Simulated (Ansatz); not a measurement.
A plane-wave run on Ni3Pb2S2

The input, for Ansatz 0.2.0 (plane waves, PAW):

```yaml
crystal:
  lattice:
    - [2.761012, -1.594068, -4.508708]
    - [0.0, 3.188146, -4.508708]
    - [2.761012, 1.594068, 4.508708]
  atoms:
    - { symbol: Pb, position: [0.0, 0.0, 0.0] }
    - { symbol: Pb, position: [0.5, 0.5, 0.5] }
    - { symbol: Ni, position: [0.5, 0.0, 0.5] }
    - { symbol: Ni, position: [0.0, 0.5, 0.5] }
    - { symbol: Ni, position: [0.0, 0.0, 0.5] }
    - { symbol: S, position: [0.285, 0.285, 0.855] }
    - { symbol: S, position: [0.715, 0.715, 0.145] }
  symmetry: { tolerance: 0.0003 }
kpoints:
  mp_grid: { grid: [8, 8, 8], shift: [0, 0, 0] }
  band_path:
    path:
      - [0.0, 0.0, 0.0]
      - [0.0, 0.0, -0.5]
      - [0.25000004, -0.25000004, -0.5]
      - [0.49999993, -0.25000004, -0.24999996]
      - [0.0, -0.5, 0.0]
      - [0.0, 0.0, 0.0]
      - [0.37499998, -0.37499998, 0.0]
      - [0.37499998, -0.25000004, -0.37499998]
      - [0.5, 0.0, -0.5]
      - [0.0, 0.0, 0.0]
    npoints: 6
magnetization:
  spin_polarized: false
scf:
  occupations: { method: fermi_dirac, width: 0.0282 }
  lower_state_search: "off"
  max_iter: 200
hamiltonian:
  pseudopotentials: { kind: paw }
  xc: r2scan
basis:
  ecutwfc: 500
  fft_grid_basis: typed
output:
  forces: true
  stress: true
  eigenvalues: true
  bader: true
  populations: true
  elf: true
  write_potential: true
  volumetric_format: npy
  dos:
    e_range: [-12, 8]
    de: 0.05
    projected: { site_lists: { Ni: [Ni], Pb: [Pb], S: [S] } }
checkpoint:
  read: saved_state
```

The saved state is an earlier solution for the same cell, perhaps on another mesh. 

Parts of the output:

```
SCF iter   1: F=-43191.5199 eV  Δρ=3.18e-3  dr2=4.73e-3  dr2_τ=1.04e-2
SCF iter   2: F=-43191.5210 eV  Δρ=2.76e-3  dr2=4.20e-3  dr2_τ=1.86e-4
SCF iter   3: F=-43191.5240 eV  Δρ=1.33e-3  dr2=8.14e-4  dr2_τ=1.31e-4
SCF iter   4: F=-43191.5245 eV  Δρ=3.17e-4  dr2=9.03e-5  dr2_τ=8.36e-6
SCF iter   5: F=-43191.5246 eV  Δρ=9.85e-5  dr2=1.20e-5  dr2_τ=4.15e-7
SCF iter   6: F=-43191.5246 eV  Δρ=7.47e-5  dr2=5.92e-6  dr2_τ=2.71e-8
SCF iter   7: F=-43191.5246 eV  Δρ=1.94e-5  dr2=4.15e-7  dr2_τ=2.67e-9
SCF iter   8: F=-43191.5246 eV  Δρ=6.79e-6  dr2=3.98e-8  dr2_τ=3.05e-10
Free energy (F): -43191.5246 eV
Harris-Foulkes:  -43191.5246 eV  (|F-HF|=2.01e-8)
Internal energy: -43191.5130 eV  (E = F + TS)
E sigma→0 (E₀):  -43191.5188 eV
Entropy (-TS):   -0.0116 eV (-1.657 meV/atom)
Fermi energy:    13.0253 eV
--- Per-component energies (eV) ---
  E_band       = -1150.2318
  E_kinetic    = 1649.3022
  E_local      = -16526.0118  (includes V_loc(G=0)·N_el)
  E_nonlocal   = 2702.2235
  E_hartree    = 7109.4998
  E_xc         = -834.9052
  E_vxc        = -827.1830  (∫ρ·V_xc dr)
  E_paw        = -27043.2051  (= ΣΔE_a)
  E_vpaw       = -2422.7033  (= ΣTr[D̂ρ^β])
  E_aug_tail   = 0.0007  (compensation charges beyond the density's cutoff)
  E_vtau       = 55.1173  (kinetic-family band-sum trace: ∫τ·v_τ [+ j·A + Jᵃ·Aᵃ] dr)
  E_ewald      = -10249.2283
  E_core_change = 0.8113  (= ΣΔE_core)
  E_smearing   = -0.0116  (= −TS)
--- Forces (eV/Å), atoms counted from 1 ---
  atom   1  Pb     0.0000     0.0000     0.0000
  atom   2  Pb     0.0000     0.0000     0.0000
  atom   3  Ni     0.0000     0.0000     0.0000
  atom   4  Ni     0.0000     0.0000     0.0000
  atom   5  Ni     0.0000     0.0000     0.0000
  atom   6  S     -1.5344    -0.8859    -0.6264
  atom   7  S      1.5344     0.8859     0.6264
--- Stress (GPa, compression-positive) ---
       -1.0194      -0.5042      -0.3565
       -0.5042      -0.4372      -0.2058
       -0.3565      -0.2058      -0.2917
  P = ⅓ Tr σ = -0.5827 GPa (-5.827 kbar)
--- Löwdin populations: 7 sites ---
  site symbol       q [e]
     0     Pb     14.0029
     1     Pb     14.0594
     2     Ni     17.5115
     3     Ni     17.5115
     4     Ni     17.5115
     5      S      6.3904
     6      S      6.3904
  spilling = 0.0066 (of n_electrons = 94.0000)
--- Bader charges: 7 sites ---
  site symbol  charge [e]  shift [e]
     0     Pb      0.5945     0.0012
     1     Pb      0.5519     0.0014
     2     Ni      0.1563     0.0005
     3     Ni      0.1563     0.0005
     4     Ni      0.1563     0.0005
     5      S     -0.8076     0.0006
     6      S     -0.8076     0.0006
```

Origin: a database entry at a rescaled volume. Caveats: no spin polarisation, so a magnetic state may lie lower; atoms or cell far from equilibrium.
